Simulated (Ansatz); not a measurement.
Sn:
```yaml
crystal:
  lattice:
    - [-2.90282, 2.90282, 1.55305]
    - [2.90282, -2.90282, 1.55305]
    - [2.90282, 2.90282, -1.55305]
  atoms:
    - { symbol: Sn, position: [0.75000, 0.25000, 0.50000] }
    - { symbol: Sn, position: [0.00000, 0.00000, 0.00000] }
```

Relaxed with LDA. Special points in fractions of this cell's reciprocal vectors: Γ (0.000, 0.000, 0.000); X (0.000, 0.000, 0.500); M (-0.500, 0.500, 0.500); Z (0.322, 0.322, -0.322); Z0 (-0.322, 0.678, 0.322); P (0.250, 0.250, 0.250); N (0.000, 0.500, 0.000).

### Question
List the band energies nearest the Fermi level at these points for DFT-LDA in the program Ansatz with PAW potentials.

### Answer
In eV from the Fermi level; about four levels below and three above (degenerate sets whole), none deeper than 8.9 eV; points with the same levels are listed once.

| k | below | above |
|---|---|---|
| Γ | -3.86 -2.14 -2.14 | 2.96 6.18 6.18 |
| X | – | 0.50 0.50 1.47 1.47 |
| M | -7.81 -7.81 -5.00 -5.00 | 5.48 5.48 9.36 9.36 |
| Z | -5.68 -3.21 -2.94 -2.94 | 3.04 5.64 5.64 |
| P | -5.99 -5.99 -3.68 -3.68 | 3.61 3.61 4.02 4.02 |
| N | -5.49 -2.38 -1.85 -1.12 | 2.31 2.87 4.78 |

Space group I4_1/amd (β-Sn type). The LDA relaxation kept the symmetry of its start. Spin–orbit coupling is left out wherever it is not named.

Potentials: the later of the program's two PAW sets.
